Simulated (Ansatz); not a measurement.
Au:
```cif
data_Au
_chemical_formula_sum 'Au1'
_space_group_name_H-M_alt 'P 1'
_space_group_IT_number 1
_cell_length_a 2.86118
_cell_length_b 2.86118
_cell_length_c 2.86118
_cell_angle_alpha 60.000
_cell_angle_beta 60.000
_cell_angle_gamma 60.000
loop_
_space_group_symop_operation_xyz
  'x, y, z'
loop_
_atom_site_label
_atom_site_type_symbol
_atom_site_fract_x
_atom_site_fract_y
_atom_site_fract_z
_atom_site_occupancy
Au1 Au 0.00000 0.00000 0.00000 1
```

Relaxed with LDA.

Which orbitals make up the states near the Fermi level in plane-wave PAW LDA (Ansatz code)?

Within 0.5 eV of the Fermi level: Au 6s 42 %, Au 5d 37 %, outside the projected shells 21 %. Projections are on Löwdin-orthogonalised atomic valence shells; empty p or d shells of many metals are not among them.

Tabulate the density of states.

States/eV per cell of 1 atom, in 0.25 eV bins, energy from the Fermi level.

| E (eV) | total | Au 5d | Au 6s |
|---|---|---|---|
| -7.85 | 0.25 | 0.06 | 0.19 |
| -7.60 | 0.52 | 0.24 | 0.27 |
| -7.35 | 0.73 | 0.43 | 0.29 |
| -7.10 | 1.17 | 0.83 | 0.33 |
| -6.85 | 1.68 | 1.36 | 0.30 |
| -6.60 | 1.72 | 1.51 | 0.20 |
| -6.35 | 1.57 | 1.43 | 0.13 |
| -6.10 | 1.33 | 1.26 | 0.06 |
| -5.85 | 1.25 | 1.21 | 0.03 |
| -5.60 | 1.74 | 1.67 | 0.04 |
| -5.35 | 1.82 | 1.74 | 0.05 |
| -5.10 | 1.92 | 1.82 | 0.07 |
| -4.85 | 2.23 | 2.08 | 0.11 |
| -4.60 | 3.12 | 2.95 | 0.11 |
| -4.35 | 2.00 | 1.87 | 0.09 |
| -4.10 | 1.59 | 1.47 | 0.08 |
| -3.85 | 1.50 | 1.40 | 0.06 |
| -3.60 | 1.89 | 1.79 | 0.06 |
| -3.35 | 2.00 | 1.92 | 0.06 |
| -3.10 | 1.68 | 1.61 | 0.05 |
| -2.85 | 1.51 | 1.44 | 0.04 |
| -2.60 | 1.54 | 1.48 | 0.04 |
| -2.35 | 1.77 | 1.71 | 0.04 |
| -2.10 | 2.64 | 2.59 | 0.04 |
| -1.85 | 1.69 | 1.62 | 0.06 |
| -1.60 | 0.55 | 0.47 | 0.07 |
| -1.35 | 0.28 | 0.18 | 0.08 |
| -1.10 | 0.28 | 0.17 | 0.09 |
| -0.85 | 0.29 | 0.15 | 0.10 |
| -0.60 | 0.28 | 0.13 | 0.10 |
| -0.35 | 0.28 | 0.12 | 0.11 |
| -0.10 | 0.28 | 0.11 | 0.12 |
| 0.15 | 0.28 | 0.10 | 0.12 |
| 0.40 | 0.28 | 0.09 | 0.12 |
| 0.65 | 0.28 | 0.08 | 0.12 |
| 0.90 | 0.28 | 0.07 | 0.12 |
| 1.15 | 0.28 | 0.06 | 0.12 |
| 1.40 | 0.27 | 0.05 | 0.12 |
| 1.65 | 0.27 | 0.05 | 0.12 |
| 1.90 | 0.26 | 0.04 | 0.12 |
| 2.15 | 0.25 | 0.04 | 0.12 |
| 2.40 | 0.25 | 0.03 | 0.12 |
| 2.65 | 0.24 | 0.03 | 0.13 |
| 2.90 | 0.24 | 0.03 | 0.14 |
| 3.15 | 0.37 | 0.04 | 0.24 |
| 3.40 | 0.40 | 0.05 | 0.25 |
| 3.65 | 0.33 | 0.03 | 0.18 |
| 3.90 | 0.29 | 0.02 | 0.14 |
| 4.15 | 0.25 | 0.02 | 0.10 |
| 4.40 | 0.25 | 0.02 | 0.08 |
| 4.65 | 0.29 | 0.01 | 0.07 |

Space group Fm-3m (fcc (Cu type)). Symmetry was held in the LDA relaxation. Scalar-relativistic: spin–orbit coupling is off unless named, which matters more the heavier the elements.

Potentials: the later of the program's two PAW sets.
